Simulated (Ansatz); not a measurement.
A distorted cell of TiSi$_{2}$ (C49 type, space group Cmcm):

```xyz
6
Lattice="1.7636 -6.7617 0.0000 1.7636 6.7617 0.0000 0.0000 0.0000 3.5656" Properties=species:S:1:pos:R:3 pbc="T T T"
Si     1.7636    -5.9734     2.6742
Si     1.7081     5.9180     0.8360
Si     1.7636     3.3770     2.6742
Si     1.7636    -3.3770     0.8914
Ti     1.7636    -1.3958     2.6742
Ti     1.7636     1.3958     0.8914
```

Computed with r2SCAN (plane waves to 500 eV, PAW, scalar-relativistic; Ansatz, an electronic-structure program). k mesh 11×11×11 (Γ-centred), Fermi-Dirac smearing 0.05 eV. The energy includes the smearing's −TS. Compression counts positive. With partly filled bands, energies and forces of such displacements shift with the k mesh and the smearing. The PAW data are Ansatz's earlier set. This is one of several known forms of TiSi2; the measured ambient cells at hand have space group No. 70. TiSi2 is run without spin polarisation. TiSi2 was relaxed with its symmetry unable to fall.

Question: Predict the force on every atom, in eV/Å.

Answer: 
```json
[
 {"atom": "Si1", "Fx": "-0.009", "Fy": "-0.213", "Fz": "-0.287"},
 {"atom": "Si2", "Fx": "0.543", "Fy": "0.432", "Fz": "0.788"},
 {"atom": "Si3", "Fx": "-0.007", "Fy": "-0.041", "Fz": "0.008"},
 {"atom": "Si4", "Fx": "0.008", "Fy": "-0.056", "Fz": "-0.011"},
 {"atom": "Ti5", "Fx": "-0.444", "Fy": "-0.057", "Fz": "-0.468"},
 {"atom": "Ti6", "Fx": "-0.091", "Fy": "-0.065", "Fz": "-0.030"}
]
```

Question: Give the stress tensor in GPa and the pressure.

Answer: 
```
    0.6      0.2      0.2
    0.2     -0.8     -0.5
    0.2     -0.5     -0.2
```
The pressure, a third of the trace, is -0.1 GPa.

Question: In it atom 2 sits (-0.055, -0.055, -0.055) Å away from its relaxed site. What is its energy relative to the relaxed cell?

Answer: 49 meV/cell.

(For displaced atoms, the force is minus the slope of the energy, and its curvature is a force constant, which sets phonon frequencies.)
